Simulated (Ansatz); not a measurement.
SnMo₂C:
Space group P6₃/mmc (No. 194); a = b = 3.1844 Å, c = 13.4101 Å, α = β = 90.00°, γ = 120.00°

| atom | site | symmetry | x | y | z |
|---|---|---|---|---|---|
| Sn | 2d | -6m2 | 0.6667 | 0.3333 | 0.2500 |
| Mo | 4f | 3m. | 0.3333 | 0.6667 | 0.0808 |
| C | 2a | -3m. | 0.0000 | 0.0000 | 0.0000 |

Relaxed with r²SCAN.

### Question
Tabulate the valence density and the electron localisation function along the shortest Sn–Mo contact (2.92 Å), r²SCAN (plane waves, PAW; program Ansatz).

### Answer


| distance from Sn (Å) | density (e/Å³) | ELF |
|---|---|---|
| 0.29 | 11.09 | 0.00 |
| 0.44 | 6.78 | 0.03 |
| 0.58 | 3.58 | 0.11 |
| 0.73 | 1.74 | 0.23 |
| 0.88 | 0.88 | 0.30 |
| 1.02 | 0.52 | 0.33 |
| 1.17 | 0.37 | 0.39 |
| 1.31 | 0.31 | 0.45 |
| 1.46 | 0.28 | 0.39 |
| 1.61 | 0.30 | 0.28 |
| 1.75 | 0.37 | 0.22 |
| 1.90 | 0.59 | 0.28 |
| 2.04 | 1.16 | 0.47 |
| 2.19 | 2.38 | 0.67 |
| 2.34 | 4.09 | 0.75 |
| 2.48 | 5.69 | 0.72 |
| 2.63 | 6.45 | 0.56 |

The density is the valence pseudo-density with augmentation charge, so density and ELF within about 1 Å of a nucleus are not all-electron values.

Space group P6_3/mmc. The start of the workflow was typed in or built on a structure type; neither database checked (COD, Materials Project) lists it. Whether it is the stable phase at ambient conditions was not checked. The r²SCAN relaxation kept the symmetry of its start; whether a distortion lowers the energy is not shown. No spin polarisation was allowed. Scalar-relativistic: spin–orbit coupling is off unless named, which matters more the heavier the elements.

Potentials: the later of the program's two PAW sets.
